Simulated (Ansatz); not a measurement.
A relaxed cell of CeO2 (Fm-3m (No. 225)), relaxed on a k-mesh at least as fine as the one used below. The numbers are results of r2SCAN (plane waves to 500 eV, PAW, scalar-relativistic; Ansatz, a first-principles code), not measurements. Γ-centred k-mesh 6×3×6 on the run's cell (coarser than for final values), Fermi–Dirac smearing 0.05 eV.

```yaml
crystal:
  lattice:
    - [0.00000, 2.71887, 2.71887]
    - [5.43774, 0.00000, 5.43774]
    - [2.71887, 2.71887, 0.00000]
  atoms:
    - { symbol: Ce, position: [0.00000, 0.00000, 0.00000] }
    - { symbol: Ce, position: [0.00000, 0.50000, 0.00000] }
    - { symbol: O, position: [0.25000, 0.12500, 0.25000] }
    - { symbol: O, position: [0.25000, 0.62500, 0.25000] }
    - { symbol: O, position: [0.75000, 0.37500, 0.75000] }
    - { symbol: O, position: [0.75000, 0.87500, 0.75000] }
```

Every atom was then displaced, and the forces became (eV/Å):

| atom | Fx | Fy | Fz |
|---|---|---|---|
| Ce1 | 0.19 | -1.47 | 0.31 |
| Ce2 | -1.32 | 0.63 | -0.33 |
| O3 | 0.74 | 0.16 | 1.36 |
| O4 | 0.81 | 0.06 | -1.63 |
| O5 | 0.41 | -0.48 | 0.98 |
| O6 | -0.83 | 1.10 | -0.69 |

Q: Which atom was moved farthest relative to the others, and in which direction?

A: O4, by (-0.12, -0.01, 0.19) Å (0.23 Å, mean shift removed); the next is O3 with 0.16 Å. Its force makes an angle of 174° with its move.

All displacements (Å):

| atom | ux | uy | uz |
|---|---|---|---|
| Ce1 | -0.009 | 0.090 | 0.020 |
| Ce2 | 0.040 | 0.020 | 0.041 |
| O3 | -0.078 | 0.004 | -0.131 |
| O4 | -0.164 | 0.001 | 0.217 |
| O5 | -0.068 | 0.014 | -0.055 |
| O6 | 0.029 | -0.056 | 0.064 |

Q: Estimate the energy cost of the displacement in the harmonic approximation and compare with the calculation.

A: For a harmonic well ΔE = −½ Σ F·u = 0.561 eV a cell, or 94 meV/atom. The calculated energy relative to the undisplaced cell is +95 meV/atom, so the harmonic estimate holds well.

No spin polarisation in the result: the starting moments vanished. The d or f electrons are treated with no Hubbard U. The f-shell occupation is the one the SCF fell into and was not checked against other states.

The run that gave the undisplaced cell could not lose the symmetry of its start; a randomly shaken copy of 6 atoms returns to this structure.
